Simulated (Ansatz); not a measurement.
LaSF:
Space group P4/nmm, origin choice 1 (No. 129); a = 4.055 Å, b = 4.055 Å, c = 6.971 Å, α = 90.00°, β = 90.00°, γ = 90.00°

```
atom  site  symmetry       x       y       z
----  ----  --------  ------  ------  ------
La      2c       4mm  0.5000  0.0000  0.2300
S       2c       4mm  0.0000  0.5000  0.3483
F       2a      -4m2  0.0000  0.0000  0.0000
```

Relaxed with r²SCAN.

Task: Which orbitals make up the states near the band edges in the program Ansatz at the r²SCAN level (PAW)?

Result: Top 1 eV of the valence band: S 3p 81 %, La 5d 9 %. Bottom 1 eV of the conduction band: La 5d 61 %, La 4f 29 %, outside the projected shells 5 %. Projections are on Löwdin-orthogonalised atomic valence shells; empty p or d shells of many metals are not among them.

Task: Tabulate the density of states.

Result: States/eV per cell of 6 atoms, in 0.25 eV bins, energy from the valence-band maximum.

```
E (eV)  total  La 4f   F 2p  S 3p
------  -----  -----  -----  ----
-7.85    0.00   0.00   0.00  0.00
-7.60    0.00   0.00   0.00  0.00
-7.35    0.00   0.00   0.00  0.00
-7.10    0.00   0.00   0.00  0.00
-6.85    0.00   0.00   0.00  0.00
-6.60    0.00   0.00   0.00  0.00
-6.35    0.00   0.00   0.00  0.00
-6.10    0.01   0.00   0.01  0.00
-5.85    5.99   0.04   4.89  0.15
-5.60    8.95   0.08   7.54  0.16
-5.35   11.94   0.12  10.30  0.25
-5.10    8.17   0.07   7.33  0.09
-4.85    4.87   0.05   4.47  0.05
-4.60    8.08   0.08   7.60  0.07
-4.35    0.00   0.00   0.00  0.00
-4.10    0.00   0.00   0.00  0.00
-3.85    0.00   0.00   0.00  0.00
-3.60    0.00   0.00   0.00  0.00
-3.35    0.00   0.00   0.00  0.00
-3.10    0.00   0.00   0.00  0.00
-2.85    0.00   0.00   0.00  0.00
-2.60    0.93   0.01   0.02  0.66
-2.35    6.85   0.08   0.33  4.82
-2.10    5.60   0.09   0.25  4.00
-1.85    1.64   0.04   0.06  1.22
-1.60    5.01   0.12   0.15  3.71
-1.35    5.61   0.15   0.18  4.12
-1.10    6.74   0.17   0.26  5.00
-0.85    5.56   0.19   0.16  4.42
-0.60    5.88   0.21   0.12  4.79
-0.35    3.36   0.17   0.09  2.76
-0.10    0.82   0.04   0.03  0.69
0.15     0.00   0.00   0.00  0.00
0.40     0.00   0.00   0.00  0.00
0.65     0.00   0.00   0.00  0.00
0.90     0.00   0.00   0.00  0.00
1.15     0.00   0.00   0.00  0.00
1.40     0.00   0.00   0.00  0.00
1.65     0.00   0.00   0.00  0.00
1.90     0.02   0.00   0.00  0.00
2.15     0.16   0.03   0.00  0.00
2.40     0.31   0.07   0.00  0.01
2.65     0.45   0.15   0.01  0.01
2.90     0.77   0.32   0.01  0.02
3.15     1.46   0.81   0.02  0.02
3.40     3.60   2.70   0.02  0.04
3.65    24.65  22.77   0.08  0.08
```

The first step of the workflow began from a Materials Project structure, measured or hypothetical; the Crystallography Open Database files this formula in space group No. 129, but the cells were not matched. Whether it is the stable phase at ambient conditions was not checked. The cell was relaxed with r²SCAN under the symmetry of its start; its stability against distortions is not shown here. Scalar-relativistic: spin–orbit coupling is off unless named, which matters more the heavier the elements.

Potentials: the later of the program's two PAW sets.
